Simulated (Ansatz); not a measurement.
Here is an unrelaxed guess for Ge6S.

```
CELL_PARAMETERS angstrom
0.00000 4.17823 4.17823
4.17823 0.00000 4.17823
4.17823 4.17823 0.00000
ATOMIC_POSITIONS crystal
Ge 0.50000 0.50000 0.00000
Ge 0.50000 0.00000 0.50000
Ge 0.00000 0.00000 0.50000
Ge 0.00000 0.50000 0.00000
Ge 0.00000 0.50000 0.50000
Ge 0.50000 0.00000 0.00000
S 0.00000 0.00000 0.00000
```

Method: Ansatz 0.2.0, DFT PBE, scalar-relativistic, plane waves, PAW. Plane waves to 420 eV, a k mesh through Γ of 4×4×4 on the computed 7-atom cell and Gaussian smearing (0.10 eV); no spin polarisation.

The zero of energy is the elements' standard structures at the same level; no fitted shifts are applied.

Task: Estimate its pressure, forces and energy as it stands.

Result: The pressure is -0.2 GPa (near zero), the largest force is 0.00 eV/Å (symmetry fixes the atoms), and the energy is +0.37 eV/atom against the elements. The shortest distance is 2.95 Å.

Task: How much does it gain on relaxing, and where does it end?

Result: Relaxing gains under 0.1 eV/atom (the start's value is from the coarse mesh, so the gain is rough) in 4 ionic steps and ends at +0.39 eV/atom on the finer mesh. The symmetry stays Fm-3m (No. 225). The volume per atom shrinks by 1.5 %, from 20.8 to 20.5 Å³. The shortest distance goes from 2.95 Å (Ge–S and Ge–Ge) to 2.94 Å (Ge–S and Ge–Ge). Conventional cell: a = 8.315 Å. Ge has 8 Ge at 2.94 Å and 2 S at 2.94 Å; around S lie 12 Ge at 2.94 Å.

The last run used an 8×8×8 mesh for its 7-atom cell and Gaussian smearing of 0.10 eV. The reference form of S is held partly by dispersion forces, which this level lacks. The relaxation can't lower the symmetry of the start. Symmetry constrained the relaxation, so the result can be a saddle point.
